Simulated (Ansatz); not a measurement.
NbHO3 in space group Pmm2 (No. 25; Pearson symbol oP5), plane-wave PAW PBEsol (Ansatz code), all energies at zero smearing, with the estimated change up to a 700 eV cutoff added, with one set of potentials and settings (totals compare only within such a set). Cell of 5 atoms (1 Nb, 3 O, 1 H): -6196.585 eV.

```
element                            reference phase  E (eV/atom)
-------  -----------------------------------------  -----------
Nb                      Im-3m, 1 atoms in the cell   -4495.4840
O        C2/m, 4 atoms in the cell, spin-polarised    -558.3609
H                        Cmce, 4 atoms in the cell     -15.6186
```

Formation energy per atom, worked out: (-6196.585 − 1×(-4495.4840) − 3×(-558.3609) − 1×(-15.6186))/5 = -2.080 eV/atom (-201 kJ per mol of atoms), at 0 K, without zero-point energy or fitted corrections.

The start of the workflow was typed in or built on a structure type; neither database checked (COD, Materials Project) lists it. Whether it is the stable phase at ambient conditions was not checked. The PBEsol relaxation kept the symmetry of its start. At this level the phase is dynamically unstable (imaginary phonons). The workflow began spin-polarised and lost its moments. The references are the lowest solids computed at this level, not always the standard phases (solids in place of the gases).

Potentials: the earlier of the program's two PAW sets. The files were generated under PBE; for other functionals the program regenerates the frozen cores, and for LDA and PBEsol the local potential too.
